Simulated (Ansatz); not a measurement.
Q: Each is relaxed and computed with PBE (plane waves, PAW; program Ansatz). Which is the only metal?
A) Li6SI2O, Fm-3m (Li on 24e, I on 8c, S on 4a, O on 4b)
B) HfO2, CdI2 type
C) Ca6Sb2PN, Fm-3m (Ca on 24e, Sb on 8c, P on 4a, N on 4b)
D) Hf3Ge, Fm-3m (Ge on 4a, Hf on 4b, Hf on 8c)

A: D, Hf3Ge, Fm-3m (Ge on 4a, Hf on 4b, Hf on 8c). Hf3Ge: metal; Li6SI2O: gap 3.57 eV (direct); HfO2: gap 4.76 eV (indirect); Ca6Sb2PN: gap 0.63 eV (direct). Constructed cells (a structure type filled with these elements, in neither database checked): Hf3Ge, Fm-3m (Ge on 4a, Hf on 4b, Hf on 8c); HfO2, CdI2 type. Typed or built starts, not in the databases checked: Li6SI2O, Fm-3m (Li on 24e, I on 8c, S on 4a, O on 4b); Ca6Sb2PN, Fm-3m (Ca on 24e, Sb on 8c, P on 4a, N on 4b). Not the usual ambient phase: HfO2, CdI2 type. Weakly bound layers, chains or molecules computed without a dispersion correction, so cells and soft constants are ill determined: HfO2, CdI2 type. All cells were relaxed under the symmetry of their starts (and spin orders); stability against distortions was not tested throughout. Rows with no word on spin ran without spin polarisation. Spin–orbit coupling is left out wherever it is not named.

Potentials: the later of the program's two PAW sets.
